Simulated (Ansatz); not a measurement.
Si (diamond)

```yaml
crystal:
  lattice:
    - [0.00000, 2.72210, 2.72210]
    - [2.72210, 0.00000, 2.72210]
    - [2.72210, 2.72210, 0.00000]
  atoms:
    - { symbol: Si, position: [0.00000, 0.00000, 0.00000] }
    - { symbol: Si, position: [0.25000, 0.25000, 0.25000] }
```

The relaxed cell is deformed in two ways at once: its volume V is scaled, and at that volume it is stretched along z (the c axis of the conventional cell) so that c/a changes. Fractional atomic positions are held.

Calculation: r2SCAN (plane waves to 500 eV, PAW, scalar-relativistic; Ansatz, an electronic-structure program). k mesh 10×10×10 (Γ-centred), Fermi-Dirac smearing 0.05 eV. E stands for the smeared free energy. As the smearing reaches across the gap at some points, the response to shear is sensitive to the k mesh, so small differences along c/a are uncertain. Si was relaxed with its symmetry unable to fall. ΔE is measured from the relaxed starting cell.

```json
[
 {"ΔE (meV/atom)": "(c/a)/(c/a)₀ = 0.880", "V/V₀ = 0.960": "…", "V/V₀ = 0.973": "65", "V/V₀ = 0.987": "62", "V/V₀ = 1.000": "62", "V/V₀ = 1.013": "64", "V/V₀ = 1.027": "…", "V/V₀ = 1.040": "…"},
 {"ΔE (meV/atom)": "(c/a)/(c/a)₀ = 0.920", "V/V₀ = 0.960": "…", "V/V₀ = 0.973": "32", "V/V₀ = 0.987": "29", "V/V₀ = 1.000": "28", "V/V₀ = 1.013": "30", "V/V₀ = 1.027": "33", "V/V₀ = 1.040": "…"},
 {"ΔE (meV/atom)": "(c/a)/(c/a)₀ = 0.960", "V/V₀ = 0.960": "…", "V/V₀ = 0.973": "11", "V/V₀ = 0.987": "8", "V/V₀ = 1.000": "7", "V/V₀ = 1.013": "8", "V/V₀ = 1.027": "11", "V/V₀ = 1.040": "…"},
 {"ΔE (meV/atom)": "(c/a)/(c/a)₀ = 1.000", "V/V₀ = 0.960": "10", "V/V₀ = 0.973": "5", "V/V₀ = 0.987": "1", "V/V₀ = 1.000": "0", "V/V₀ = 1.013": "1", "V/V₀ = 1.027": "4", "V/V₀ = 1.040": "9"},
 {"ΔE (meV/atom)": "(c/a)/(c/a)₀ = 1.040", "V/V₀ = 0.960": "…", "V/V₀ = 0.973": "12", "V/V₀ = 0.987": "8", "V/V₀ = 1.000": "7", "V/V₀ = 1.013": "8", "V/V₀ = 1.027": "11", "V/V₀ = 1.040": "…"},
 {"ΔE (meV/atom)": "(c/a)/(c/a)₀ = 1.080", "V/V₀ = 0.960": "…", "V/V₀ = 0.973": "33", "V/V₀ = 0.987": "29", "V/V₀ = 1.000": "29", "V/V₀ = 1.013": "30", "V/V₀ = 1.027": "33", "V/V₀ = 1.040": "…"},
 {"ΔE (meV/atom)": "(c/a)/(c/a)₀ = 1.120", "V/V₀ = 0.960": "…", "V/V₀ = 0.973": "…", "V/V₀ = 0.987": "65", "V/V₀ = 1.000": "64", "V/V₀ = 1.013": "66", "V/V₀ = 1.027": "…", "V/V₀ = 1.040": "…"}
]
```

What belongs in the gaps?


- (c/a)/(c/a)₀ = 0.880, V/V₀ = 0.960: 69
- (c/a)/(c/a)₀ = 0.880, V/V₀ = 1.027: 68
- (c/a)/(c/a)₀ = 0.880, V/V₀ = 1.040: 74
- (c/a)/(c/a)₀ = 0.920, V/V₀ = 0.960: 37
- (c/a)/(c/a)₀ = 0.920, V/V₀ = 1.040: 38
- (c/a)/(c/a)₀ = 0.960, V/V₀ = 0.960: 17
- (c/a)/(c/a)₀ = 0.960, V/V₀ = 1.040: 16
- (c/a)/(c/a)₀ = 1.040, V/V₀ = 0.960: 17
- (c/a)/(c/a)₀ = 1.040, V/V₀ = 1.040: 16
- (c/a)/(c/a)₀ = 1.080, V/V₀ = 0.960: 38
- (c/a)/(c/a)₀ = 1.080, V/V₀ = 1.040: 38
- (c/a)/(c/a)₀ = 1.120, V/V₀ = 0.960: 73
- (c/a)/(c/a)₀ = 1.120, V/V₀ = 0.973: 67
- (c/a)/(c/a)₀ = 1.120, V/V₀ = 1.027: 69
- (c/a)/(c/a)₀ = 1.120, V/V₀ = 1.040: 75

(Under strain, the slope of the energy per volume gives the stress and its curvature an elastic modulus.)
